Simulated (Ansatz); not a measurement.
Consider the following.

Cu4SiP8:
```
CELL_PARAMETERS angstrom
     -6.09128     6.09128     2.85007
      6.09128    -6.09128     2.85007
      6.09128     6.09128    -2.85007
ATOMIC_POSITIONS crystal
  Si 0.75000 0.25000 0.50000
  Si 0.00000 0.00000 0.00000
  Cu 0.63758 0.44786 0.21412
  Cu 0.17346 0.88758 0.68972
  Cu 0.23374 0.42346 0.78588
  Cu 0.19786 0.48374 0.31028
  Cu 0.11242 0.80214 0.28588
  Cu 0.57654 0.36242 0.81028
  Cu 0.51626 0.82654 0.71412
  Cu 0.55214 0.76626 0.18972
  P  0.63910 0.66488 0.79703
  P  0.59207 0.88910 0.47422
  P  0.86785 0.84207 0.20297
  P  0.41488 0.11785 0.52578
  P  0.11090 0.58512 0.70297
  P  0.15793 0.36090 0.02578
  P  0.88215 0.40793 0.29703
  P  0.33512 0.13215 0.97422
  P  0.92461 0.49854 0.88114
  P  0.79346 0.17461 0.92606
  P  0.61740 0.04346 0.11886
  P  0.24854 0.86740 0.07394
  P  0.82539 0.75146 0.61886
  P  0.95654 0.07539 0.57394
  P  0.13260 0.20654 0.38114
  P  0.50146 0.38260 0.42606
```

This is the r²SCAN-relaxed structure. Tensor components refer to the Cartesian frame of this cell.

Task: All from DFT-r²SCAN in the program Ansatz with PAW potentials, unless another level is named. Give the band gap.

Result: 1.41 eV (indirect).

Task: Give the smallest direct gap on the standard path.

Result: 1.56 eV.

Task: Give the formation energy from the elements (no fitted shifts).

Result: -0.18 eV/atom.

Task: What about the conduction-band minimum?

Result: on the Γ–Z line, 62 % of the way from Γ (2 equivalent valleys).

Task: And the valence-band maximum?

Result: off the standard path, at k = (0.318, -0.318, 0.370) in fractions of the reciprocal vectors.

Space group I4_1/a. The workflow started from a Materials Project entry (that database holds measured and hypothetical structures alike); the Crystallography Open Database copy checked does not list it. Its standing as an ambient phase is unchecked. The r²SCAN relaxation kept the symmetry of its start; whether a distortion lowers the energy is not shown. No spin polarisation was allowed. The references are the lowest solids computed at this level, not always the standard phases.

Potentials: the later of the program's two PAW sets.
